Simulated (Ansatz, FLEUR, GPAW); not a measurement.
## In3Se: 3 runs at one level of theory

```
In Se
1.0
     4.80376    0.00000    0.00000
     0.00000    4.80376    0.00000
     0.00000    0.00000    4.80376
In Se
3 1
Direct
  0.50000 0.50000 0.00000
  0.50000 0.00000 0.50000
  0.00000 0.50000 0.50000
  0.00000 0.00000 0.00000
```

The cell comes from a database or a generator and needn't be the stable form of this composition.

Alike in all runs: task equation of state; functional PBE; k mesh 6 × 6 × 6; occupations fermi-dirac, width 0.05 eV; no spin polarisation; no spin-orbit coupling.

| program and potentials | plane-wave cutoff (eV) | notes | equilibrium volume (Å³/atom) | bulk modulus (GPa) |
| --- | --- | --- | --- | --- |
| Ansatz, Ansatz PAW | 420 | - | 27.49 | 33.7 |
| GPAW, GPAW PAW data sets (gpaw-data 1.2.1) | 600 | - | 27.33 | 34.1 |
| FLEUR, all-electron, FLAPW | - | - | 27.49 | 33.7 |

The equilibrium volume spans 27.33 (GPAW, GPAW PAW data sets (gpaw-data 1.2.1)) to 27.49 Å³/atom (FLEUR, all-electron, FLAPW), with all-electron results at 27.49. The bulk modulus spans 33.7 (Ansatz, Ansatz PAW) to 34.1 GPa (GPAW, GPAW PAW data sets (gpaw-data 1.2.1)), with all-electron results at 33.7.

The functional is the same throughout but for its coding, so the spread measures potentials, basis and numerics; runs on potential files found faulty are left out.
